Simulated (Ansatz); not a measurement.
SbPd:
```
CELL_PARAMETERS angstrom
      3.39079     0.00000     0.00000
      0.00000     3.39079     0.00000
      0.00000     0.00000     3.39079
ATOMIC_POSITIONS crystal
  Pd 0.00000 0.00000 0.00000
  Sb 0.50000 0.50000 0.50000
```

Relaxed with r²SCAN. Special points in fractions of this cell's reciprocal vectors: Γ (0.000, 0.000, 0.000); X (0.000, 0.500, 0.000); M (0.500, 0.500, 0.000); R (0.500, 0.500, 0.500).

Problem. List the band energies nearest the Fermi level at these points for r²SCAN with spin–orbit coupling in the plane-wave PAW code Ansatz.

Solution. In eV from the Fermi level; about four levels below and three above (degenerate sets whole), none deeper than 8.9 eV; points with the same levels are listed once.

| k | below | above |
|---|---|---|
| Γ | -2.65 -2.65 -2.65 -2.65 -2.39 -2.39 | 0.17 0.17 1.03 1.03 1.03 1.03 |
| X | -2.52 -2.52 -1.72 -1.72 | 4.16 4.16 4.88 4.88 |
| M | -2.03 -2.03 -1.31 -1.31 | 1.14 1.14 3.82 3.82 |
| R | -1.97 -1.97 -1.97 -1.97 | 1.47 1.47 1.70 1.70 1.70 1.70 |

Space group Pm-3m (CsCl type). The cell is a constructed one: a structure type filled with these elements; neither database checked (COD, Materials Project) lists it. COD files the formula under space group No. 194. Whether it is the stable phase at ambient conditions was not checked. The cell was relaxed with r²SCAN under the symmetry of its start; whether a distortion lowers the energy is not shown. The run is not spin-polarised.

Potentials: the earlier of the program's two PAW sets.
